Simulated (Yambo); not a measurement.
Optical response of MgO at +1 % isotropic strain

```
MgO
1.0
    0.00000     2.12748     2.12748
    2.12748     0.00000     2.12748
    2.12748     2.12748     0.00000
O Mg
1 1
Direct
  0.50000   0.50000   0.50000
  0.00000   0.00000   0.00000
```

Yambo, RPA with local fields on PBEsol bands; 18×18×18 mesh, 15 bands, 4 Ry local-field block, 0.2 eV broadening; field along x.

```csv
E (eV),Im ε,Re ε,"Im ε, independent particles"
0.0,0.00,3.13,0.00
0.6,0.01,3.14,0.01
1.2,0.01,3.17,0.01
1.9,0.02,3.22,0.02
2.5,0.03,3.30,0.03
3.1,0.05,3.42,0.05
3.8,0.08,3.62,0.09
4.4,0.27,3.97,0.28
5.0,0.75,4.05,0.77
5.6,1.06,4.06,1.08
6.2,1.17,4.01,1.20
6.9,1.42,3.99,1.45
7.5,1.79,4.15,1.85
8.1,2.80,4.30,2.93
8.8,3.15,3.15,3.23
9.4,2.86,2.57,2.91
10.0,2.99,2.62,3.16
10.6,4.24,2.66,4.96
11.2,3.50,0.84,3.97
11.9,2.51,0.70,3.00
12.5,2.40,0.82,2.94
13.1,1.86,0.93,2.36
13.8,2.07,1.15,2.68
14.4,2.17,1.44,2.92
15.0,2.79,0.78,3.37
15.6,2.20,0.48,2.50
16.2,2.24,0.55,2.50
16.9,2.18,0.40,2.31
17.5,2.61,0.27,2.40
18.1,2.03,-0.73,1.40
18.8,1.27,-0.70,0.87
19.4,0.96,-0.38,0.72
20.0,0.86,-0.02,0.74
```

Peak heights and small wiggles depend on the k mesh. Convergence of the RPA response with its 18×18×18 mesh was not tested. No excitonic effects at this level.

Geometry strained from the cell relaxed with PBEsol, atoms relaxed again.
